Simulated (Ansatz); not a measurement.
This guess for Ga4RuPt is about to be relaxed.

```
CELL_PARAMETERS angstrom
0.00000 3.67985 3.67985
3.67985 0.00000 3.67985
3.67985 3.67985 0.00000
ATOMIC_POSITIONS crystal
Ga 0.87697 0.37434 0.37434
Ga 0.37434 0.37434 0.37434
Ga 0.37434 0.87697 0.37434
Ga 0.37434 0.37434 0.87697
Ru 0.00000 0.00000 0.00000
Pt 0.75000 0.75000 0.75000
```

Theory: DFT PBE, scalar-relativistic, plane waves, PAW in Ansatz. Cutoff 420 eV, Gaussian smearing, Γ-centred meshes. Cell and atoms relax first on a coarse mesh and then on a finer one. In between, the cell is made exact in the group found at 0.06 Å. In metals the finer mesh still leaves noise of several meV/atom or more. The steps can't lower the symmetry of their start. No spin polarisation in the relaxation; trial moments died out in a coarse test.

A guess keeps its type if space group and coordination stay and the shape of the cell changes little (axis ratios within about 15 %, angles within 6°); the volume may change.

Question: Does it keep its structure type, or change into something else?

Answer: It keeps its type. The symmetry stays F-43m (No. 216). The volume per atom shrinks by 7.3 %, from 16.6 to 15.4 Å³. The shortest distance goes from 2.59 Å (Ga–Ga) to 2.54 Å (Ga–Ga). Counting neighbours within 15 % of an atom's shortest distance, the start has Ga 6, Pt 16, Ru 16 and the end Ga 6, Pt 16, Ru 16.

The last run used a 10×10×10 mesh for its 6-atom cell and Gaussian smearing of 0.10 eV. These runs have no spin–orbit coupling, which can matter for Pt. A structure relaxed within its symmetry needn't be a true minimum.
